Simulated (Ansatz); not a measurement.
ZnSe:
```
CELL_PARAMETERS angstrom
      0.00000     2.86632     2.86632
      2.86632     0.00000     2.86632
      2.86632     2.86632     0.00000
ATOMIC_POSITIONS crystal
  Zn 0.00000 0.00000 0.00000
  Se 0.25000 0.25000 0.25000
```

Relaxed with PBE. Special points in fractions of this cell's reciprocal vectors: Γ (0.000, 0.000, 0.000); X (0.500, 0.000, 0.500); U (0.625, 0.250, 0.625); K (0.375, 0.375, 0.750); L (0.500, 0.500, 0.500); W (0.500, 0.250, 0.750).

List the band energies nearest the valence-band maximum at these points for DFT-PBE with spin–orbit coupling in the program Ansatz with PAW potentials.

In eV from the valence-band maximum; about four levels below and three above (degenerate sets whole), none deeper than 8.9 eV; points with the same levels are listed once.

```json
[
 {"k": "Γ", "below": "0.00 0.00 0.00 0.00", "above": "1.02 1.02 5.59 5.59"},
 {"k": "X", "below": "-2.28 -2.28 -2.11 -2.11", "above": "2.94 2.94 3.33 3.33"},
 {"k": "U", "below": "-3.11 -3.00 -1.82 -1.82", "above": "3.48 3.49 5.33"},
 {"k": "L", "below": "-1.06 -1.06 -0.83 -0.83", "above": "2.36 2.36 6.23 6.23"},
 {"k": "W", "below": "-2.86 -2.68 -2.62 -2.60", "above": "5.14 5.34 5.35"}
]
```

Space group F-43m (zinc blende). The PBE relaxation kept the symmetry of its start.

Potentials: the earlier of the program's two PAW sets.
